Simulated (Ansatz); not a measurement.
A structure of CdSe relaxed with PBEsol (plane waves to 420 eV, PAW, scalar-relativistic; Ansatz, an electronic-structure program); single points at other levels follow on the same geometry (Ansatz, PAW; HSE06 at 420 eV on a 6×6×6 k-mesh; no spin-orbit coupling). Space group F-43m (No. 216).

```
CdSe
1.0
    0.00000     3.04099     3.04099
    3.04099     0.00000     3.04099
    3.04099     3.04099     0.00000
Se Cd
1 1
Direct
  0.75000   0.75000   0.75000
  0.00000   0.00000   0.00000
```

```tsv
level	gap (eV)	kind	conduction minimum
PBEsol	0.48	direct	Γ
HSE06	1.55	–	Γ
```

No spin polarisation in the result.

Measured for CdSe: a 6.077 Å (room temperature; as listed in arXiv:1206.3780); gap 1.77 eV (0 K or low temperature; as listed in arXiv:1206.3780). Computed minus measured — a: PBEsol +0.1 %; gap: PBEsol -1.29 eV, HSE06 -0.22 eV. The computed values are for a static lattice, and a measured gap can be an optical one, lowered by exciton binding.

The run could not lose the symmetry of its start.

All atoms sit on sites fixed by symmetry, so only the cell could relax.

It was reached from a disturbed copy of a F-43m (No. 216) cell (zinc blende type), against which it lies under 1 meV/atom.
